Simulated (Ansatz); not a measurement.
As (diamond, space group No. 227) under volume change, PBEsol (plane waves, PAW; program Ansatz), scaled uniformly.

```
V (Å³/atom)  E − E(relaxed) (meV/atom)  P (GPa)
-----------  -------------------------  -------
24.595                            39.9     5.81
25.406                            16.5     3.50
26.216                             [?]      [?]
27.027                             0.0     0.00
27.838                             3.5    -1.33
28.649                            13.3    -2.54
29.460                             [?]      [?]
```

Question: Complete the blanks.

Answer: 
- 29.460, E − E(relaxed) (meV/atom): 29.1
- 29.460, P (GPa): -3.69
- 26.216, E − E(relaxed) (meV/atom): 3.9
- 26.216, P (GPa): 1.56

Question: What does a third-order Birch–Murnaghan fit give for V₀, B₀ and B′?

Answer: V₀ = 27.02 Å³/atom, B₀ = 50.3 GPa, B′ = 4.2.

Space group Fd-3m (diamond). The start of the workflow was typed in or built on a structure type; neither database checked (COD, Materials Project) lists it. It is not the phase usual at ambient conditions (space group No. 166). The cell was relaxed with PBEsol under the symmetry of its start. At this level the phase is mechanically unstable.

Potentials: the earlier of the program's two PAW sets.
